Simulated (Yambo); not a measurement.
Yambo run on CsLiSO5H4 (space group Cm, No. 8). The wavefunctions come from this Quantum ESPRESSO step (LDA, PseudoDojo standard norm-conserving files, scalar-relativistic):

```
&CONTROL
  calculation = 'nscf'
  pseudo_dir = './pseudo'
  outdir = './out'
/
&SYSTEM
  ibrav = 0
  nat = 12
  ntyp = 5
  ecutwfc = 84.0
  ecutrho = 336.0
  occupations = 'fixed'
  force_symmorphic = .true.
  nbnd = 227
/
&ELECTRONS
  conv_thr = 1.2000000000000002e-08
  diago_full_acc = .true.
  diago_thr_init = 1e-08
/
ATOMIC_SPECIES
H 1.0080 H.upf
Li 6.9400 Li.upf
O 15.9990 O.upf
S 32.0600 S.upf
Cs 132.9055 Cs.upf
CELL_PARAMETERS angstrom
  6.065295000000  -2.870175000000   0.000000000000
  6.065295000000   2.870175000000   0.000000000000
 -1.568143000000   0.000000000000   4.549548000000
ATOMIC_POSITIONS crystal
H   0.370290000000   0.100290000000   0.766680000000
H   0.100290000000   0.370290000000   0.766680000000
H   0.541620000000   0.541620000000   0.444330000000
H   0.542030000000   0.542030000000   0.780620000000
Li   0.323100000000   0.323100000000   0.370510000000
O   0.490840000000   0.490840000000   0.570550000000
O   0.561530000000   0.991190000000   0.128550000000
O   0.991190000000   0.561530000000   0.128550000000
O   0.224240000000   0.224240000000   0.630740000000
O   0.605380000000   0.605380000000   0.162590000000
S   0.740840000000   0.740840000000   0.274040000000
Cs   0.999630000000   0.999630000000   0.999880000000
K_POINTS automatic
2 2 2 0 0 0
```

Yambo input:

```
rim_cut
gw0
dyson
el_el_corr
HF_and_locXC
ppa
em1d
RandQpts= 1000000
RandGvec= 1 Ry
EXXRLvcs= 84 Ry
VXCRLvcs= 336 Ry
Chimod= "HARTREE"
% BndsRnXp
 2 | 226 |
%
NGsBlkXp= 7 Ry
% LongDrXp
 1.0 | 1.0 | 1.0 |
%
PPAPntXp= 27.2114 eV
% GbndRnge
 1 | 226 |
%
GTermKind= "BG"
DysSolver= "n"
ExtendOut
% QPkrange
 1 | 1 | 26 | 27 |
 3 | 3 | 26 | 27 |
 6 | 6 | 26 | 27 |
%
```

k points by index: 1 = Γ, 3 = (0, -0.5, 0), 6 = (-0.5, -0.5, -0.5).

Resulting energies as the program prints them:

```
#    K-point    Band    Eo [eV]    E [eV]    E-Eo [eV]    Vxc [eV]    Vnlxc [eV]    Sc|Eo [eV]    Sc|E [eV]    dSc/dw|Eo [eV]    Re(Z)    Im(Z)
#
    1    26    -0.525329    -1.935084    -1.409755    -16.07049    -20.12716    2.338543    2.646921    -5.952003    0.820523    -0.001096
    1    27    4.238323    5.442022    1.203699    -8.860704    -4.614077    -2.867841    -3.042928    -3.957831    0.873020    -0.843922E-3
    3    26    -0.299545    -1.728867    -1.429321    -16.55900    -20.70169    2.396413    2.713375    -6.033939    0.818501    -0.001095
    3    27    4.464043    5.845531    1.381488    -10.42805    -5.905194    -2.920039    -3.141368    -4.359280    0.861919    -0.891314E-3
    6    26    0.000000    -1.401417    -1.401417    -17.21967    -21.40964    2.471390    2.788557    -6.158049    0.815457    -0.001099
    6    27    5.000996    6.476865    1.475869    -11.11478    -6.344807    -3.048203    -3.294108    -4.533610    0.857186    -0.919627E-3
```
(The two width columns are left out.) Convergence of these settings isn't established.

Geometry of the Materials Project entry, not relaxed at this level.
